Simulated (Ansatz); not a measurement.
CsPbBr₃:
```
CsPbBr3
1.0
    8.45684     0.00000     0.00000
    0.00000    11.80705     0.00000
    0.00000     0.00000     8.12455
Pb Cs Br
4 4 12
Cartesian
  0.00000   5.90353   0.00000
  4.22842   5.90353   4.06227
  4.22842   0.00000   4.06227
  0.00000   0.00000   0.00000
  4.75051   2.95176   0.15129
  7.93474   8.85529   4.21356
  0.52209   2.95176   3.91099
  3.70633   8.85529   7.97326
  2.51226   5.48547   1.62047
  1.71616   6.32158   5.68274
  6.74067   0.41806   2.44180
  5.94458  11.38899   6.50408
  5.94458   6.32158   6.50408
  6.74067   5.48547   2.44180
  1.71616  11.38899   5.68274
  2.51226   0.41806   1.62047
  0.07158   8.85529   0.55329
  4.15684   2.95176   4.61557
  4.30000   8.85529   3.50898
  8.38525   2.95176   7.57125
```

Relaxed with r²SCAN. Special points in fractions of this cell's reciprocal vectors: Γ (0.000, 0.000, 0.000); X (0.500, 0.000, 0.000); S (0.500, 0.500, 0.000); Y (0.000, 0.500, 0.000); Z (0.000, 0.000, 0.500); U (0.500, 0.000, 0.500); R (0.500, 0.500, 0.500); T (0.000, 0.500, 0.500).

List the band energies nearest the valence-band maximum at these points for r²SCAN with spin–orbit coupling (plane waves, PAW; program Ansatz).

In eV from the valence-band maximum; about four levels below and three above (degenerate sets whole), none deeper than 8.9 eV; points with the same levels are listed once.

```
k                    below                above
-  -----------------------  -------------------
Γ    -0.62 -0.62 0.00 0.00  1.26 1.26 2.02 2.02
X  -0.82 -0.82 -0.82 -0.82  2.25 2.25 2.25 2.25
S  -1.21 -1.21 -1.21 -1.21  3.06 3.06 3.06 3.06
Y  -0.48 -0.48 -0.48 -0.48  1.78 1.78 1.78 1.78
Z  -0.86 -0.86 -0.86 -0.86  2.24 2.24 2.24 2.24
U  -0.60 -0.60 -0.60 -0.60  1.93 1.93 1.93 1.93
R  -1.01 -1.01 -1.01 -1.01  2.36 2.36 2.36 2.36
T  -1.29 -1.29 -1.29 -1.29  3.05 3.05 3.05 3.05
```

Space group Pnma. The cell was relaxed with r²SCAN under the symmetry of its start.

Potentials: the later of the program's two PAW sets.
